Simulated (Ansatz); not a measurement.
Energy landscape of PbC

5 relaxations of PbC ended in 4 distinct structures. Level of theory: PBE (plane waves to 420 eV, PAW, scalar-relativistic; Ansatz, a first-principles code).

| # | space group | Pearson | type | E − E(lowest) (eV/atom) | V (Å³/atom) | coordination | runs ending here |
|---|---|---|---|---|---|---|---|
| 1 | F-43m | cF8 | zinc blende type | 0.00 | 19.14 | C 4 (tetrahedral), Pb 4 (tetrahedral) | 1 |
| 2 | P6₃mc | hP12 | – | 0.00 | 19.11 | – | 1 |
| 3 | P6₃mc | hP8 | – | 0.00 | 19.10 | – | 1 |
| 4 | P6₃mc | hP4 | wurtzite type | 0.01 | 19.08 | Pb 4 (tetrahedral), C 4 (tetrahedral) | 2 |

Coordination numbers (neighbours up to the widest gap in distance over summed covalent radii, below 1.35; n+m marks a second, longer set; metal–metal contacts left out). F-43m, cF8, zinc blende type is the lowest of the structures calculated here, level within the accuracy with P6₃mc, hP12; P6₃mc, hP8; P6₃mc, hP4, wurtzite type.

Space group F-43m (No. 216); a = 5.350 Å, b = 5.350 Å, c = 5.350 Å, α = 90.00°, β = 90.00°, γ = 90.00°

```tsv
atom	site	symmetry	x	y	z
C	4c	-43m	0.2500	0.2500	0.2500
Pb	4a	-43m	0.0000	0.0000	0.0000
```
(The calculation used a cell of 2 atoms; values per cell refer to that cell.)

Each run could gain symmetry but not lose that of its start, so entries can be saddle points. All of these are generated cells (placed on structure types, drawn at random, substituted or restacked) that were not matched to a known phase here. The real structure of this composition may not be among these, and whether this composition forms is not checked here. Static energies at zero pressure. No spin polarisation in the result. Without spin-orbit coupling the bands of the heavy element are not split, so the gap can be far off.
